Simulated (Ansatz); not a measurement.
Y (Fm-3m), stationary points along a deformation path

Computed with DFT PBEsol, scalar-relativistic, plane waves, PAW (Ansatz 0.2.0). Settings: plane waves to 420 eV, k-mesh 18×18×18 (Γ-centred), Gaussian smearing 0.15 eV. No spin polarisation. Energies are free energies at this smearing, counted from the undisturbed cell; pressure is positive in compression.

Reference structure (as given, not relaxed at this level; it stands at 0.2 GPa; this fcc form isn't the usual structure):

```yaml
crystal:
  lattice:
    - [0.00000, 2.48500, 2.48500]
    - [2.48500, 0.00000, 2.48500]
    - [2.48500, 2.48500, 0.00000]
  atoms:
    - { symbol: Y, position: [0.00000, 0.00000, 0.00000] }
```

At fixed volume and fractional coordinates, lengths along (0.000, 0.000, 1.000) are scaled against those across it; ρ is that ratio over its starting value. V = 30.691 Å³/atom. Δσ is the stress along the axis less the mean stress across it (compression positive).

| ρ | ΔE (meV/atom) | Δσ (GPa) | space group |
| --- | --- | --- | --- |
| 0.650 | 98.9 | -0.72 | I4/mmm |
| 0.707 | 106.3 | -0.01 | Im-3m |
| 0.780 | 81.5 | 3.48 | I4/mmm |
| 0.850 | 41.3 | 3.48 | I4/mmm |
| 0.920 | 12.1 | 2.15 | I4/mmm |
| 0.960 | 3.1 | 1.15 | I4/mmm |
| 1.000 | 0.0 | 0.00 | Fm-3m |
| 1.050 | 4.8 | -1.57 | I4/mmm |
| 1.100 | 18.9 | -3.18 | I4/mmm |
| 1.200 | 71.5 | -6.34 | I4/mmm |
| 1.300 | 153.4 | -9.82 | I4/mmm |
| 1.414 | 281.6 | -14.08 | I4/mmm |
| 1.500 | 398.4 | -16.87 | I4/mmm |

Problem. How does the stress give the slope of the energy, and where is the energy stationary?

Solution. Along the path d ln(length) is 2/3 d ln ρ on the axis and −1/3 d ln ρ across it, so dE/d ln ρ = −(2/3) V Δσ: the energy falls with ρ where Δσ is positive. Δσ vanishes or changes sign at ρ = 0.707 (Im-3m), a maximum at 106.3 meV/atom; at ρ = 1.000 (Fm-3m), a minimum at 0.0 meV/atom. Pairs of stationary points between two samples would go unseen, and could change a minimum read from distant neighbours into a maximum. At ρ = 0.707, 1.000 the cell is cubic, where symmetry alone makes the stress isotropic and the slope zero.

Problem. Which shear constant sets the curvature at ρ = 1?

Solution. For a cubic crystal E/V = (2/3) C (ln ρ)² with C = C′ = (C11 − C12)/2, so Δσ = −2C ln ρ. The parabola of Δσ against ln ρ through ρ = 0.960, 1 and 1.050 gives C ≈ 15.0 GPa with the ions clamped, rough because the steps are large.

Problem. Integrate that slope from ρ = 1 to 1.200 by the trapezoid rule.

Solution. With V/N in Å³ and 1 eV/Å³ = 160.2 GPa the slopes at ρ = 1.000, 1.050, 1.100, 1.200 are 0, 201, 406, 810 meV/atom per unit of ln ρ. The steps add 4.9 + 14.1 + 52.9 = 71.9 meV/atom, against 71.5 from the energies; the trapezoid rule misses the curvature of the slope within each step.

In a metal these slopes depend on the k mesh and the smearing.